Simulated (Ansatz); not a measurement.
Input:

SiMo:
Space group P6/mmm (No. 191); a = b = 5.3476 Å, c = 4.2060 Å, α = β = 90.00°, γ = 120.00°

| atom | site | symmetry | x | y | z |
|---|---|---|---|---|---|
| Mo | 3f | mmm | 0.0000 | 0.5000 | 0.0000 |
| Si | 1a | 6/mmm | 0.0000 | 0.0000 | 0.0000 |
| Si | 2d | -6m2 | 0.3333 | 0.6667 | 0.5000 |

This is the PBE-relaxed structure.

### Question
All from plane-wave PAW PBE (Ansatz code), unless another level is named. Predict the electronic character.

### Answer
metallic (no gap).

### Question
What about the density of states at the Fermi level?

### Answer
0.59 states/eV per atom (mean over ±0.08 eV).

### Question
And the formation energy from the elements (no fitted shifts)?

### Answer
-0.002 eV/atom.

The cell is a constructed one: a structure type filled with these elements; neither database checked (COD, Materials Project) lists it. Its standing as an ambient phase is unchecked. The cell was relaxed with PBE under the symmetry of its start; whether a distortion lowers the energy is not shown. No spin polarisation was allowed. The references are the lowest solids computed at this level, not always the standard phases. Spin–orbit coupling is left out wherever it is not named.

Potentials: the later of the program's two PAW sets.
